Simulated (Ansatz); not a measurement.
C:
Space group C2/m (No. 12); a = 9.1410 Å, b = 2.5108 Å, c = 4.1285 Å, α = γ = 90.00°, β = 96.97°

```
atom  site  symmetry       x       y       z
----  ----  --------  ------  ------  ------
C       4i         m  0.4428  0.0000  0.1206
C       4i         m  0.2286  0.0000  0.5853
C       4i         m  0.2142  0.5000  0.0593
C       4i         m  0.0582  0.0000  0.6535
```
(The calculation used a cell of 8 atoms; values per cell refer to that cell.)

Relaxed with PBEsol. Plane-wave PAW PBEsol (Ansatz code) gives a gap of 3.42 eV.

Task: What gap does HSE06 give on the same cell (Ansatz, PAW)?

Result: 4.70 eV, 1.28 eV more. The hybrid was solved on a coarser mesh and at special points; the gap given is the minimum over both.

```tsv
k	v1 PBEsol	c1 PBEsol	v1 HSE06	c1 HSE06
Γ	0.00	4.29	0.00	5.67
Y2	-0.75	4.45	…	…
A	-1.78	4.75	-1.92	6.15
M2	-1.33	3.42	-1.44	4.70
V2	-3.35	4.74	…	…
L2	-2.69	6.27	-2.88	7.72
C	-3.03	4.64	…	…
D	-3.52	6.15	…	…
```

Task: Top valence (v1) and lowest conduction level (c1) in eV from each method's valence maximum (which need not be a listed point): supply the withheld HSE06 values.

Result: 
- D, v1 HSE06: -3.83
- D, c1 HSE06: 7.57
- Y2, v1 HSE06: -0.82
- Y2, c1 HSE06: 5.81
- V2, v1 HSE06: -3.61
- V2, c1 HSE06: 6.09
- C, v1 HSE06: -3.26
- C, c1 HSE06: 6.01

Cost on shared cores: the PBEsol run (SCF on a 11×11×7 mesh, then bands and DOS) about 2.0 core-minutes (a rough figure), the HSE06 run (SCF on 7×7×4, then a few points) very roughly 5 core-minutes; the tasks are unlike.

The start of the workflow was typed in or built on a structure type; the Crystallography Open Database copy checked does not list it. It is not the phase usual at ambient conditions (space group No. 194, 227). The cell was relaxed with PBEsol under the symmetry of its start; its stability against distortions is not shown here.

Potentials: the later of the program's two PAW sets.
